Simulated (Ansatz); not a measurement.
**Re (hcp, Mg type), frozen-phonon scan**

Re (hcp, Mg type)

```xyz
2
Lattice="2.7579 0.0000 0.0000 -1.3789 2.3884 0.0000 0.0000 0.0000 4.4628" Properties=species:S:1:pos:R:3 pbc="T T T"
Re     0.0000     1.5923     3.3471
Re     1.3789     0.7961     1.1157
```

The atoms are displaced by Q × the pattern below (from a DFPT mode at Γ, largest move 1; Q in Å), at fixed cell. It is one choice among 2 degenerate patterns.

| atom | x | y | z |
|---|---|---|---|
| Re1 | 0.000 | 1.000 | 0.000 |
| Re2 | 0.000 | -1.000 | 0.000 |

The numbers are results of r2SCAN (plane waves to 500 eV, PAW, scalar-relativistic; Ansatz, a first-principles code), not measurements. k mesh 19×19×11 (Γ-centred), Fermi-Dirac smearing 0.05 eV. Energies are smeared free energies. Compression counts positive. With partly filled bands, energies and forces of such displacements shift with the k mesh and the smearing. Re is run without spin polarisation. Re was relaxed with its symmetry unable to fall. Spin-orbit coupling is left out, though Re is heavy. The zero of ΔE is the undisplaced structure.

```json
[
 {"Q (Å)": "-0.180", "ΔE (eV/cell)": "0.251", "P (GPa)": "3.2", "−dE/dQ from forces (eV/Å)": "2.561"},
 {"Q (Å)": "-0.150", "ΔE (eV/cell)": "0.180", "P (GPa)": "2.3", "−dE/dQ from forces (eV/Å)": "2.181"},
 {"Q (Å)": "-0.120", "ΔE (eV/cell)": "0.120", "P (GPa)": "1.7", "−dE/dQ from forces (eV/Å)": "1.821"},
 {"Q (Å)": "-0.090", "ΔE (eV/cell)": "0.069", "P (GPa)": "1.1", "−dE/dQ from forces (eV/Å)": "1.523"},
 {"Q (Å)": "-0.060", "ΔE (eV/cell)": "0.031", "P (GPa)": "0.5", "−dE/dQ from forces (eV/Å)": "1.028"},
 {"Q (Å)": "-0.030", "ΔE (eV/cell)": "0.008", "P (GPa)": "0.1", "−dE/dQ from forces (eV/Å)": "0.517"},
 {"Q (Å)": "0.000", "ΔE (eV/cell)": "0.000", "P (GPa)": "0.0", "−dE/dQ from forces (eV/Å)": "0.000"},
 {"Q (Å)": "0.030", "ΔE (eV/cell)": "0.008", "P (GPa)": "0.1", "−dE/dQ from forces (eV/Å)": "-0.520"},
 {"Q (Å)": "0.060", "ΔE (eV/cell)": "0.031", "P (GPa)": "0.6", "−dE/dQ from forces (eV/Å)": "-1.070"},
 {"Q (Å)": "0.090", "ΔE (eV/cell)": "0.072", "P (GPa)": "1.4", "−dE/dQ from forces (eV/Å)": "-1.644"},
 {"Q (Å)": "0.120", "ΔE (eV/cell)": "0.130", "P (GPa)": "2.6", "−dE/dQ from forces (eV/Å)": "-2.227"},
 {"Q (Å)": "0.150", "ΔE (eV/cell)": "0.207", "P (GPa)": "4.2", "−dE/dQ from forces (eV/Å)": "-2.885"},
 {"Q (Å)": "0.180", "ΔE (eV/cell)": "0.304", "P (GPa)": "6.1", "−dE/dQ from forces (eV/Å)": "-3.597"}
]
```

Key numbers:

* **Energy at Q = 0.180 Å**: 304 meV/cell
* **Space group of the distorted cell**: Cmcm (No. 63), lowered from P6_3/mmc
* **Symmetry of the curve**: not even: the positive side lies higher at ±0.180 Å
* **Shape of the curve**: a single well with its minimum at or next to zero displacement
* **Harmonic wavenumber from the curvature (finite differences)**: 112 cm⁻¹

(A displaced cell: forces are minus the slopes of the energy, force constants its curvatures, and phonons follow from these.)
